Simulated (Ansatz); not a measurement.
Notes on K$_{2}$EuInP$_{2}$

```xyz
12
Lattice="0.0000 0.0000 6.7846 6.8067 0.0000 0.0000 3.4034 7.6248 -3.3923" Properties=species:S:1:pos:R:3 pbc="T T T"
K     5.0230    4.9205    3.3923
K     5.1871    2.7044    0.0000
K     1.6196    2.7044    3.3923
K     8.5905    4.9205    0.0000
P     4.8612    1.5048    3.3923
P     5.3489    6.1200    0.0000
P     8.2646    6.1200    3.3923
P     1.9455    1.5048    0.0000
Eu    0.0000    0.0000    1.6962
Eu    0.0000    0.0000    5.0885
In    3.4034    0.0000    5.0885
In    3.4034    0.0000    1.6962
```

The numbers come from plane-wave PAW DFT (Ansatz): PBE, no spin polarisation, 420 eV, 3×3×3 Γ-centred k points, fermi-dirac occupations (width 0.1 eV). Nothing was relaxed.

**Question.** What happens at the Fermi level?

**Answer.** It is a metal on this mesh, though the bands barely overlap, with about 56 states/eV a cell as the mean within 0.25 eV of the Fermi level, mostly Eu f (91 %).

**Question.** Give the Bader charges.

**Answer.** Bader charges in e: K +0.69, Eu +1.04, In +0.49, P -1.46. In the mean Eu gives up most and P takes most.

**Question.** Which atom feels the largest force, and which way?

**Answer.** The largest is on P5 (and as large on other atoms): 0.92 eV/Å, components (0.92, -0.02, 0.00). It makes 122° with the line to a nearest neighbour, In11 at 2.70 Å.

**Question.** Describe some of the short contacts.

**Answer.** P–In at 2.70 Å: least valence density 0.34 e/Å³ and ELF 0.46 there. P–Eu at 2.99 Å: least valence density 0.23 e/Å³ and ELF 0.18 there. Eu–Eu at 3.39 Å: least valence density 0.12 e/Å³ and ELF 0.13 there. Both are smooth PAW fields, read partly inside the augmentation spheres.

Origin: a known structure type with other elements, at an estimated volume, so it need not be a known compound. Caveats: no spin polarisation, so a magnetic state may lie lower; open f shell without moments; the k mesh is coarse if the cell is a metal.
